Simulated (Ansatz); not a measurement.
**TiSi: how the energy converges with the cutoff**

TiSi, P1, a = 2.768 Å, b = 2.796 Å, c = 3.779 Å, α, β, γ = 90.1°, 90.2°, 98.3°. Ansatz: PBEsol, PAW, cutoff varied, Γ-centred 10×10×8 mesh on 2 atoms, Gaussian smearing 0.10 eV; no spin polarisation. Single points at one geometry with displaced atoms, the cutoff alone changed; ΔE is the energy at zero smearing over the run at 600 eV. The runs up to 350 eV lie under the cutoff recommended for these PAW datasets.

```
cutoff (eV)  ΔE (meV/atom)
        200        2850.60
        250         527.52
        300          77.84
        350           7.46
        420              ?
```

Problem. Assume ΔE falls exponentially with the cutoff, fit y = ln ΔE against x, the cutoff in eV, to the other rows, and predict the missing value.

Solution. y = 7.955, 6.268, 4.355, 2.010. Means x = 275.0, y = 5.1470; Σ(Δx)² = 12500, ΣΔxΔy = -493.7; the slope is their ratio. y = 16.01 − 0.03950 x, a factor of ten per 58 eV. At 420 eV this gives ΔE = 0.56 meV/atom. The run gave 0.60, a ratio of 0.93. Between neighbouring rows the decay runs from a factor of ten per 49 eV to one per 68 eV, so one exponential is only a rough guide.